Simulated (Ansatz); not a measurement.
MoRu3:
```yaml
crystal:
  lattice:
    - [3.82818, 0.00000, 0.00000]
    - [0.00000, 3.82818, 0.00000]
    - [0.00000, 0.00000, 3.82818]
  atoms:
    - { symbol: Ru, position: [0.00000, 0.50000, 0.50000] }
    - { symbol: Ru, position: [0.50000, 0.50000, 0.00000] }
    - { symbol: Ru, position: [0.50000, 0.00000, 0.50000] }
    - { symbol: Mo, position: [0.00000, 0.00000, 0.00000] }
```

Relaxed with r²SCAN. Special points in fractions of this cell's reciprocal vectors: Γ (0.000, 0.000, 0.000); X (0.000, 0.500, 0.000); M (0.500, 0.500, 0.000); R (0.500, 0.500, 0.500).

Question: List the band energies nearest the Fermi level at these points for plane-wave PAW r²SCAN with spin–orbit coupling (Ansatz code).

Answer: In eV from the Fermi level; about four levels below and three above (degenerate sets whole), none deeper than 8.9 eV; points with the same levels are listed once.

| k | below | above |
|---|---|---|
| Γ | -2.31 -2.31 -2.31 -2.31 -2.11 -2.11 | 0.31 0.31 0.31 0.31 |
| X | -0.52 -0.52 -0.42 -0.42 | 0.24 0.24 0.36 0.36 |
| M | -0.27 -0.27 -0.08 -0.08 | 0.39 0.39 0.84 0.84 |
| R | -2.05 -2.05 -2.05 -2.05 | 1.10 1.10 1.30 1.30 1.30 1.30 1.30 1.30 |

Space group Pm-3m (Cu3Au type). A made-up cell: these elements were put on the sites of a structure type; neither database checked (COD, Materials Project) lists it. Whether it is the stable phase at ambient conditions was not checked. The r²SCAN relaxation kept the symmetry of its start; whether a distortion lowers the energy is not shown. No spin polarisation was allowed.

Potentials: the earlier of the program's two PAW sets.
